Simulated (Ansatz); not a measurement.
Rb$_{2}$P$_{2}$Pd:
```
Rb2P2Pd
1.0
    3.30015    -7.26475     0.00000
    3.30015     7.26475     0.00000
    0.00000     0.00000     6.04097
Rb P Pd
4 4 2
Direct
  0.78827   0.21173   0.25000
  0.21173   0.78827   0.75000
  0.41983   0.58017   0.25000
  0.58017   0.41983   0.75000
  0.94163   0.73010   0.25000
  0.05837   0.26990   0.75000
  0.73010   0.94163   0.75000
  0.26990   0.05837   0.25000
  0.00000   0.00000   0.00000
  0.00000   0.00000   0.50000
```

Relaxed with r²SCAN.

Map the electron localisation function on the plane through (0.788, 0.212, 0.250) spanned by u = [1, 1, 0] and v = [1, -1, 0] in lattice vectors, from r²SCAN (plane waves, PAW; program Ansatz).

x is the fraction of u, y of v (the angle between them is 90°; rows are the nearest grid lines); atoms in the plane: Rb at (0.00, 0.00), Rb at (0.50, 0.50), Rb at (0.00, 0.63), Rb at (0.50, 0.13), P at (0.34, 0.82), P at (0.84, 0.32), P at (0.16, 0.32), P at (0.66, 0.82).
```
y \ x   0.000  0.0909  0.182  0.273  0.364  0.455  0.545  0.636  0.727  0.818  0.909   1.00
------  -----  ------  -----  -----  -----  -----  -----  -----  -----  -----  -----  -----
1.00    0.010   0.821  0.699  0.018  0.008  0.009  0.009  0.008  0.018  0.699  0.821  0.010
0.925   0.775   0.431  0.054  0.625  0.689  0.387  0.387  0.689  0.625  0.054  0.431  0.775
0.850   0.024   0.440  0.900  0.855  0.351  0.785  0.785  0.351  0.855  0.900  0.440  0.024
0.775   0.016   0.205  0.737  0.760  0.566  0.575  0.575  0.566  0.760  0.737  0.205  0.016
0.700   0.845   0.647  0.037  0.202  0.221  0.143  0.143  0.221  0.202  0.037  0.647  0.845
0.625   0.012   0.832  0.647  0.019  0.054  0.062  0.062  0.054  0.019  0.647  0.832  0.012
0.550   0.745   0.591  0.038  0.033  0.752  0.878  0.878  0.752  0.033  0.038  0.591  0.745
0.450   0.159   0.316  0.343  0.038  0.623  0.874  0.874  0.623  0.038  0.343  0.316  0.159
0.375   0.680   0.778  0.902  0.923  0.551  0.026  0.026  0.551  0.923  0.902  0.778  0.680
0.300   0.717   0.276  0.000  0.793  0.715  0.083  0.083  0.715  0.793  0.000  0.276  0.717
0.225   0.158   0.298  0.544  0.362  0.032  0.239  0.239  0.032  0.362  0.544  0.298  0.158
0.150   0.149   0.138  0.074  0.058  0.851  0.542  0.542  0.851  0.058  0.074  0.138  0.149
0.0750  0.734   0.528  0.046  0.020  0.718  0.876  0.876  0.718  0.020  0.046  0.528  0.734
0.000   0.010   0.821  0.699  0.018  0.008  0.009  0.009  0.008  0.018  0.699  0.821  0.010
```

The density is the valence pseudo-density with augmentation charge, so density and ELF within about 1 Å of a nucleus are not all-electron values.

Space group Cmcm. The workflow started from a Materials Project entry (that database holds measured and hypothetical structures alike); the Crystallography Open Database copy checked does not list it. Whether it is the stable phase at ambient conditions was not checked. The cell was relaxed with r²SCAN under the symmetry of its start; whether a distortion lowers the energy is not shown. The run is not spin-polarised.

Potentials: the later of the program's two PAW sets.
